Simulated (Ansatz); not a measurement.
Sb:
```
CELL_PARAMETERS angstrom
      0.00000     3.47293     3.47293
      3.47293     0.00000     3.47293
      3.47293     3.47293     0.00000
ATOMIC_POSITIONS crystal
  Sb 0.00000 0.00000 0.00000
  Sb 0.25000 0.25000 0.25000
```

Relaxed with r²SCAN. Special points in fractions of this cell's reciprocal vectors: Γ (0.000, 0.000, 0.000); X (0.500, 0.000, 0.500); U (0.625, 0.250, 0.625); K (0.375, 0.375, 0.750); L (0.500, 0.500, 0.500); W (0.500, 0.250, 0.750).

Problem. List the band energies nearest the Fermi level at these points for plane-wave PAW r²SCAN (Ansatz code).

Solution. In eV from the Fermi level; about four levels below and three above (degenerate sets whole), none deeper than 8.9 eV; points with the same levels are listed once.

```json
[
 {"k": "Γ", "below": "-5.27 -1.91 -1.91 -1.91", "above": "0.56 0.56 0.56"},
 {"k": "X", "below": "-3.63 -3.63 -0.40 -0.40", "above": "4.50 4.50 6.62 6.62"},
 {"k": "U", "below": "-4.14 -3.38 -0.39", "above": "1.31 3.35 3.52"},
 {"k": "L", "below": "-8.35 -2.73 -2.73 -2.23", "above": "1.68 1.68 4.33"},
 {"k": "W", "below": "-3.93 -3.93", "above": "0.93 0.93 2.77 2.77"}
]
```

Space group Fd-3m (diamond). The start of the workflow was typed in or built on a structure type; neither database checked (COD, Materials Project) lists it. It is not the phase usual at ambient conditions (space group No. 166). Symmetry was held in the r²SCAN relaxation. At this level the phase is mechanically unstable. Spin–orbit coupling is left out wherever it is not named.

Potentials: the earlier of the program's two PAW sets.
